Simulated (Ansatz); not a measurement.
HfOs (CsCl type, Pm-3m), PBE in the plane-wave PAW code Ansatz, all energies at zero smearing, with the estimated change up to a 700 eV cutoff added, with one set of potentials and settings (totals compare only within such a set). Cell of 2 atoms (1 Hf, 1 Os): -27107.227 eV.

| element | reference phase | E (eV/atom) |
|---|---|---|
| Hf | P6_3/mmc, 2 atoms in the cell | -15721.3637 |
| Os | P6_3/mmc, 2 atoms in the cell | -11384.5491 |

Formation energy per atom, worked out: (-27107.227 − 1×(-15721.3637) − 1×(-11384.5491))/2 = -0.657 eV/atom (-63 kJ per mol of atoms), at 0 K, without zero-point energy or fitted corrections.

The workflow started from a Materials Project entry (that database holds measured and hypothetical structures alike); the Crystallography Open Database files this formula in space group No. 221, but the cells were not matched. Its standing as an ambient phase is unchecked. Symmetry was held in the PBE relaxation; whether a distortion lowers the energy is not shown. The run is not spin-polarised. The references are the lowest solids computed at this level, not always the standard phases. Spin–orbit coupling is left out wherever it is not named.

Potentials: the later of the program's two PAW sets.
